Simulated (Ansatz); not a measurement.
An Ansatz (a quantum-chemistry and plane-wave program) run. Input:

Ansatz 0.2 input:
```yaml
crystal:
  lattice:
    - [4.0855308658, 0.0, 0.0]
    - [0.0, 4.0855308658, 0.0]
    - [0.0, 0.0, 4.0855308658]
  atoms:
    - { symbol: Al, position: [0.0, 0.5, 0.5] }
    - { symbol: Al, position: [0.5, 0.5, 0.0] }
    - { symbol: Al, position: [0.5, 0.0, 0.5] }
    - { symbol: Sc, position: [0.0, 0.0, 0.0] }
kpoints:
  mp_grid: { grid: [10, 10, 10] }
hamiltonian:
  xc: r2scan
  pseudopotentials: { kind: paw }
scf:
  occupations: { method: gaussian, width: 0.1 }
checkpoint: { read: metal.run }
output: { bader: true, populations: true }
```

Output (shortened):

```
Pseudopotential: Al, paw, valence charge 3
Pseudopotential: Sc, paw, valence charge 11
Functional definition: r2SCAN
Crystal: 4 atoms, lattice volume = 68.194 Å³
Basis set: ecut = 500 eV, 1743 PW (Γ), exchange–correlation on 120×120×120 points (64 copies of the dense FFT grid, shifted against one another)
Bands: 18, of which v1, the nominal top of the filled ones, is band 10 counted from 1 (9 counted from 0)
Symmetry: 48 space group operations
Space group: Pm-3m (ITA 221), of the structure as read, at distance tolerance 4.1e-5 Å
k-points: 56 of 1000
Stability of the state it starts from, as read at its close in the unpolarized treatment …
iter 1 solved again at ethr=8.11e-8 eV; its pass at ethr=3.10e-3 eV (dr2=1.62e-5 eV) is discarded
SCF iter   1: F=—  HF=-3763.769426 eV  |F-HF|=—  |Δ(HF+E_count)|=         —  Δρ=2.47e-7  dr2=6.51e-11  dr2_τ=1.01e-12  ethr=8.11e-8  ⟨swp⟩=2.3  Hψ=7878  notcnv=0
preconditioner: auto → Kerker (q_TF=auto, 2.224 Å⁻¹)
SCF iter   2: F=-3763.769426 eV  HF=-3763.769426 eV  |F-HF|=8.64e-12  |Δ(HF+E_count)|=  4.55e-12  Δρ=1.36e-7  dr2=1.61e-11  dr2_τ=8.02e-13  ethr=1.00e-12  ⟨swp⟩=5.4  Hψ=4096  notcnv=0
SCF 1 converged in 2 iterations: F = -3763.769426 eV  dr2 = 1.61e-11
SCF converged after 2 iterations
Free energy (F): -3763.769426 eV
Harris-Foulkes:  -3763.769426 eV  (|F-HF|=8.64e-12)
Internal energy: -3763.764169 eV  (E = F + TS)
E sigma→0 (E₀):  -3763.766797 eV
Entropy (-TS):   -0.005257 eV (-1.314 meV/atom)
Fermi energy:    9.323391 eV
--- Per-component energies (eV) ---
  E_band       = -138.108861
  E_kinetic    = 334.034802
  E_local      = -1001.543347  (includes V_loc(G=0)·N_el)
  E_nonlocal   = 111.693724
  E_hartree    = 387.588267
  E_xc         = -212.062244
  E_vxc        = -237.126967  (∫ρ·V_xc dr)
  E_paw        = -2384.348938  (= ΣΔE_a)
  E_vpaw       = -133.156781  (= ΣTr[D̂ρ^β])
  E_aug_tail   = 0.000002  (compensation charges beyond the density's cutoff)
  E_vtau       = 12.813122  (kinetic-family band-sum trace: ∫τ·v_τ [+ j·A + Jᵃ·Aᵃ] dr)
  E_ewald      = -998.707619
  E_core_change = -0.418816  (= ΣΔE_core)
  E_smearing   = -0.005257  (= −TS)
  E_closure    =  0.000000  (closes the sum)
  Σ components = -3763.769426   (vs F -3763.769426, Δ=0.00e0)
  [band-id]    e_kinetic+e_local+e_nonlocal+2·e_hartree+e_vxc+e_vpaw+e_augmentation_tail+e_vtau = -138.108910   (vs E_band -138.108861, Δ=-4.89e-5)
--- Band table (eV; the first three rows and the last of 56) ---
  k-point 0: bands = ["-41.7985", "-19.5190", "-19.5190", "-19.5190", "-1.3393", "6.5968", "6.5968", "7.2897", "7.2897", "7.2897", "10.6320", "10.7245", "10.7245", "10.7245", "14.5988", "14.5988", "14.9187", "14.9187"]
  k-point 1: bands = ["-41.7983", "-19.5224", "-19.5187", "-19.5187", "-1.2418", "5.7065", "6.6708", "7.3066", "7.3066", "7.9274", "10.6566", "10.6566", "10.7564", "11.0320", "13.7027", "14.7080", "14.9936", "14.9936"]
  k-point 2: bands = ["-41.7980", "-19.5312", "-19.5181", "-19.5181", "-0.9524", "4.4645", "6.8848", "7.3501", "7.3501", "8.6266", "10.5081", "10.5081", "10.8432", "11.8821", "12.6094", "14.8421", "14.8421", "15.1118"]
  k-point 55: bands = ["-41.7945", "-19.5445", "-19.5445", "-19.5445", "4.3042", "4.3042", "4.3042", "4.4738", "6.0242", "6.0242", "6.0242", "10.3870", "12.2006", "12.2006", "13.6509", "13.6509", "13.6509", "20.9884"]
--- Löwdin populations: 4 sites ---
  site symbol       q [e]
     0     Al      3.1144
     1     Al      3.1144
     2     Al      3.1144
     3     Sc     10.5296
  spilling = 0.006364 (of n_electrons = 20.000000)
--- Bader charges: 4 sites ---
  site symbol  charge [e]  shift [e]
     0     Al     -0.4207     0.0000
     1     Al     -0.4207     0.0000
     2     Al     -0.4207     0.0000
     3     Sc      1.2622     0.0000
  shift: an alarm, by how much a part of what the PAW files miss would move the charge. Where it is large, compare
  with a run on PAW files of another source; a small one proves nothing
  estimated error of the sums over rays = 2.3e-4 e
```

Cost: around 40 core-seconds (rough) on shared cores.

Symmetry was held in the r²SCAN relaxation; of distortions, only those at the zone centre were tested. The run is not spin-polarised.

Potentials: the later of the program's two PAW sets.

Ansatz is a plane-wave DFT program.
